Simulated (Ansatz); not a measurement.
Total density of states per atom from PBE (plane waves, PAW; program Ansatz), in 0.25 eV bins, energy from the Fermi level:

```
E (eV)  states/eV/atom
------  --------------
-3.35             0.00
-3.10             0.03
-2.85             0.07
-2.60             0.09
-2.35             0.13
-2.10             0.17
-1.85             0.41
-1.60             1.28
-1.35             1.70
-1.10             1.94
-0.85             1.79
-0.60             1.61
-0.35             1.45
-0.10             1.39
0.15              2.06
0.40              1.60
0.65              1.99
0.90              2.39
1.15              2.24
```

Which compound is it?
(A) Sr, fcc (Cu type)
(B) Ta, bcc (W type)
(C) La, dhcp (α-La type)
(D) Zr, hcp (Mg type)

C, La, dhcp (α-La type). Within 0.5 eV of the Fermi level: La 5d 77 %, La 4f 13 %, La 6s 6 %. Projections are on Löwdin-orthogonalised atomic valence shells; empty p or d shells of many metals are not among them.

Space group P6_3/mmc (dhcp (α-La type)). Symmetry was held in the PBE relaxation. Spin–orbit coupling is left out wherever it is not named.

Potentials: the later of the program's two PAW sets.
